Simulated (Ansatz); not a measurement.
Polymorphs of Ca, each relaxed with DFT-r²SCAN in the program Ansatz with PAW potentials:

A: simple cubic (Pm-3m), a = b = c = 3.4931 Å, α = β = γ = 90.00°

B: bcc (W type) (Im-3m), a = 4.425 Å, b = 4.425 Å, c = 4.425 Å, α = 90.00°, β = 90.00°, γ = 90.00°

C: fcc (Cu type) (Fm-3m), a = 5.567 Å, b = 5.567 Å, c = 5.567 Å, α = 90.00°, β = 90.00°, γ = 90.00°

D: hcp (Mg type) (P6_3/mmc), a = 3.941 Å, b = 3.941 Å, c = 6.457 Å, α = 90.00°, β = 90.00°, γ = 120.00°

**Question.** Rank these by energy per atom at 0 K (lowest first), as r²SCAN gives it.

**Answer.** C (+0 meV/atom), D (+6 meV/atom), B (+15 meV/atom), A (+402 meV/atom)

Not the usual ambient phase: A; B; D. Unstable at this level: A. All cells were relaxed under the symmetry of their starts (and spin orders); stability against distortions was not tested throughout.

Energies hold the estimated change up to a 700 eV cutoff; steps of a few meV lie near the error of the meshes.

Potentials: the earlier of the program's two PAW sets. The files were generated under PBE; for other functionals the program regenerates the frozen cores, and for LDA and PBEsol the local potential too.
